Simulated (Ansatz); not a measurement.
Phonons of GaN (wurtzite) at Γ, M = (0.5, 0.0, 0.0), A = (0.0, 0.0, 0.5), L = (0.5, 0.0, 0.5).

GaN (wurtzite)

```
GaN
1.0
    3.21838     0.00000     0.00000
   -1.60919     2.78720     0.00000
    0.00000     0.00000     5.24320
Ga N
2 2
Cartesian
  1.60919   0.92907   0.00505
  0.00000   1.85813   2.62665
  1.60919   0.92907   3.27300
  0.00000   1.85813   0.65140
```

All values below come from PBE (plane waves to 420 eV, PAW, scalar-relativistic; Ansatz, a quantum-chemistry and plane-wave program). Harmonic phonons by density-functional perturbation theory on a 10×10×6 k mesh, in cm⁻¹; i marks imaginary ones, q is in fractions of the reciprocal vectors of the cell shown, and the three acoustic modes at Γ are left out. The non-analytic (LO-TO) term is not included, so polar modes at Γ have their transverse values. GaN was relaxed with its symmetry unable to fall.

```
q                                                            wavenumbers (cm⁻¹)
-------------------  ----------------------------------------------------------
Γ                                   136 (×2), 319, 501, 524 (×2), 532 (×2), 656
M = (0.5, 0.0, 0.0)  134, 176, 186, 223, 294, 302, 542, 553, 574, 605, 639, 659
A = (0.0, 0.0, 0.5)                      104 (×4), 225 (×2), 527 (×4), 676 (×2)
L = (0.5, 0.0, 0.5)  163 (×2), 167 (×2), 325 (×2), 559 (×2), 570 (×2), 651 (×2)
```

The structure shows no imaginary mode at these points (lowest 104 cm⁻¹ at A = (0.0, 0.0, 0.5)); other wave vectors were not tested.

Highest mode: 676 cm⁻¹ at A = (0.0, 0.0, 0.5).
